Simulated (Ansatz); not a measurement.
The relaxed structure here is a generated cell of ZrSe2: the first start was made by placing the elements on the sites of a structure type, and the end was not matched to a known phase here, so it may be hypothetical. Known forms of ZrSe2 include space group No. 164.

A relaxed structure of ZrSe2. Space group I4₁/amd (No. 141), anatase type. Computed with PBE (plane waves to 420 eV, PAW, scalar-relativistic; Ansatz, a quantum-chemistry and plane-wave program).

```cif
data_Se8Zr4
_chemical_formula_sum 'Zr4 Se8'
_space_group_name_H-M_alt 'I41/amd :1'
_space_group_IT_number 141
_space_group_name_Hall 'I 4bw 2bw -1bw'
_cell_length_a 5.35383
_cell_length_b 5.35383
_cell_length_c 11.36529
_cell_angle_alpha 90.000
_cell_angle_beta 90.000
_cell_angle_gamma 90.000
loop_
_atom_site_label
_atom_site_type_symbol
_atom_site_symmetry_multiplicity
_atom_site_Wyckoff_symbol
_atom_site_fract_x
_atom_site_fract_y
_atom_site_fract_z
_atom_site_occupancy
Zr1 Zr 4 b 0.00000 0.00000 0.50000 1
Se1 Se 8 e 0.00000 0.00000 0.26447 1
```
(The calculation used a cell of 6 atoms; values per cell refer to that cell.)

- Volume per atom: 27.15 Å³
- Band gap: no gap on the sampled points, where the bands overlap only slightly; such a result is sensitive to mesh and level
- Shortest distances: Se–Zr 2.68 Å
- k-mesh: 12×12×12

Band energies at high-symmetry points (eV from the Fermi level; labels of this space group; no spin-orbit coupling), from −5 eV up to 1.9 eV:

```tsv
point	energies
Γ	-3.50 -3.45 -3.45 -3.13 -2.84 -2.84 -2.66 -1.05 -1.05 -0.41 -0.41 -0.37 -0.10 0.96 0.99 0.99 1.75
X	-4.91 -4.91 -3.86 -3.86 -3.82 -3.82 -2.47 -2.47 -2.47 -2.47 -0.07 -0.07 1.70 1.70
P	-4.86 -4.86 -4.00 -4.00 -3.61 -3.61 -3.12 -3.12 -1.79 -1.79 -0.24 -0.24
N	-4.49 -4.37 -3.39 -3.25 -3.14 -2.67 -2.60 -2.23 -2.18 -1.53 -1.10 -0.70 0.75 1.45 1.81 1.87
M	-3.62 -3.62 -3.32 -3.32 -1.96 -1.96 -1.70 -1.70 -1.48 -1.48 -0.85 -0.85 0.38 0.38 1.07 1.07
S	-4.45 -4.00 -3.52 -3.35 -3.10 -2.73 -2.52 -2.07 -1.52 -1.38 -1.31 -1.18 0.45 1.50 1.64
S0	-4.45 -4.00 -3.52 -3.35 -3.10 -2.73 -2.52 -2.07 -1.52 -1.38 -1.31 -1.18 0.45 1.50 1.64
R	-4.72 -4.72 -3.83 -3.83 -3.62 -3.62 -2.55 -2.55 -2.28 -2.28 -0.24 -0.24 1.50 1.50
```

No spin polarisation in the result.

The run could not lose the symmetry of its start, so the end can be a saddle point.
